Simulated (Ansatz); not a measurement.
Here is an unrelaxed guess for Ti3Si2.

```xyz
5
Lattice="4.0168 0.0000 0.0000 -2.0084 3.4787 0.0000 0.0000 0.0000 4.9325" Properties=species:S:1:pos:R:3 pbc="T T T"
Ti    0.0000    0.0000    3.6767
Ti    0.0000    0.0000    1.2558
Ti    2.0084    1.1596    0.0000
Si    2.0084    1.1596    2.4663
Si    0.0000    2.3191    0.0000
```

All numbers below come from Ansatz 0.2.0, DFT PBE, scalar-relativistic, plane waves, PAW. Plane waves to 420 eV, a k mesh through Γ of 6×6×4 on the computed 5-atom cell and Gaussian smearing (0.10 eV); no spin polarisation.

The zero of energy is the elements' standard structures at the same level; no fitted shifts are applied.

Question: What does a single point on this coarse mesh give?

Answer: The pressure is 41.3 GPa (the mean over three directions, positive in compression), the largest force is 0.35 eV/Å, and the energy is +0.18 eV/atom against the elements. The shortest distance is 2.32 Å.

Question: Is it a good guess?

Answer: A rough one: relaxing gains about 0.41 eV/atom (the start's value is from the coarse mesh, so the gain is rough) in 13 ionic steps and ends at −0.23 eV/atom on the finer mesh. The symmetry stays P-6m2 (No. 187). The volume per atom grows by 26.9 %, from 13.8 to 17.5 Å³. The shortest distance goes from 2.32 Å (Ti–Si) to 2.49 Å (Ti–Si). Conventional cell: a = 4.314 Å, c = 5.430 Å. Around Ti on a site of symmetry 3m lie 1 Ti at 2.60 Å, 4 Ti at 2.81–2.83 Å and 6 Si at 2.81–2.86 Å; Ti on a site of symmetry -6m2 has 3 Si at 2.49 Å, 2 Si at 2.71 Å and 6 Ti at 2.81 Å; around Si on its first site lie 8 Ti at 2.71–2.86 Å; 1 more site not described.

The last run used a 12×12×8 mesh (in the run's order of axes) for its 5-atom cell and Gaussian smearing of 0.10 eV. The cell is a metal run without spin; a magnetic state may lie lower. The relaxation can't lower the symmetry of the start, and the grade says only how near the guess is to its own end. Symmetry constrained the relaxation, so the result can be a saddle point. Another cell of Ti3Si2 relaxed alike, in P6_3/m, lies 154 meV/atom lower, so this cell isn't the stable form at this level.
